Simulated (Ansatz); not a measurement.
Input:

MgO:
```cif
data_Mg4O4
_chemical_formula_sum 'Mg4 O4'
_space_group_name_H-M_alt 'P42/mnm'
_space_group_IT_number 136
_space_group_name_Hall '-P 4n 2n'
_cell_length_a 5.51039
_cell_length_b 5.51039
_cell_length_c 3.27622
_cell_angle_alpha 90.000
_cell_angle_beta 90.000
_cell_angle_gamma 90.000
loop_
_atom_site_label
_atom_site_type_symbol
_atom_site_symmetry_multiplicity
_atom_site_Wyckoff_symbol
_atom_site_fract_x
_atom_site_fract_y
_atom_site_fract_z
_atom_site_occupancy
Mg1 Mg 4 g 0.17948 0.17948 0.50000 1
O1 O 4 f 0.31659 0.31659 0.00000 1
```

This is the PBEsol-relaxed structure.

Task: All from plane-wave PAW PBEsol (Ansatz code), unless another level is named. Estimate the Young's modulus.

Result: 98.5 GPa.

Task: And the vibrational entropy at 300 K?

Result: 15.5 J/(K·mol of atoms).

Space group P4_2/mnm. The start of the workflow was typed in or built on a structure type; neither database checked (COD, Materials Project) lists it. It is not the phase usual at ambient conditions (space group No. 225). The PBEsol relaxation kept the symmetry of its start; phonons on a q-mesh show no instability.

Potentials: the later of the program's two PAW sets.
